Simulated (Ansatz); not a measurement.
Level of theory: DFT PBE, scalar-relativistic, plane waves, PAW (Ansatz 0.2.0). All cells share a 420 eV cutoff and Γ-centred k meshes spaced at most about 0.3 Å⁻¹ (about 0.25 or finer for metals, 2π included). No spin polarisation in the final relaxations.

All energies are static (0 K, no zero-point motion).

Two forms of Ga₂TeO₂ were relaxed alike.

A.

```
CELL_PARAMETERS angstrom
3.22565 0.00000 0.00000
-1.61282 2.79349 0.00000
0.00000 0.00000 20.06474
ATOMIC_POSITIONS crystal
Ga 0.00000 0.00000 0.62358
Ga 0.00000 0.00000 0.37642
Ga 0.00000 0.00000 0.12358
Ga 0.00000 0.00000 0.87642
Te 0.66667 0.33333 0.25000
Te 0.33333 0.66667 0.75000
O 0.66667 0.33333 0.59187
O 0.33333 0.66667 0.09187
O 0.66667 0.33333 0.90813
O 0.33333 0.66667 0.40813
```

B.

```
CELL_PARAMETERS angstrom
-3.07516 3.07516 3.57237
3.07516 -3.07516 3.57237
3.07516 3.07516 -3.57237
ATOMIC_POSITIONS crystal
Ga 0.75000 0.25000 0.50000
Ga 0.25000 0.75000 0.50000
Te 0.50000 0.50000 0.00000
O 0.50000 0.00000 0.50000
O 0.00000 0.50000 0.50000
```

**Question.** Which would you expect to be lower, and how large is the difference?

**Answer.** A is lower, by 0.61 eV/atom. A has space group P6_3/mmc (No. 194), 18.1 Å³/atom and no gap on its mesh; B has space group I4/mmm (No. 139), 27.0 Å³/atom and no gap. Counting O or Te atoms around Ga (for each partner element, those within 1.25 times its shortest distance or 1.15 times the sum of covalent radii, where it is the nearest in units of that sum or under 1.3; a plus sign parts groups by distance over the sum of covalent radii), A has Ga 3+3 and B has Ga 2. Both come from invented guesses.

No dispersion correction is applied, so the spacing and binding between layers, chains or molecules are poorly described (P6_3/mmc, I4/mmm), and this can change margins and order among such cells. These runs have no spin–orbit coupling, which can matter for Te. Cells relaxed within their symmetry can be saddle points.
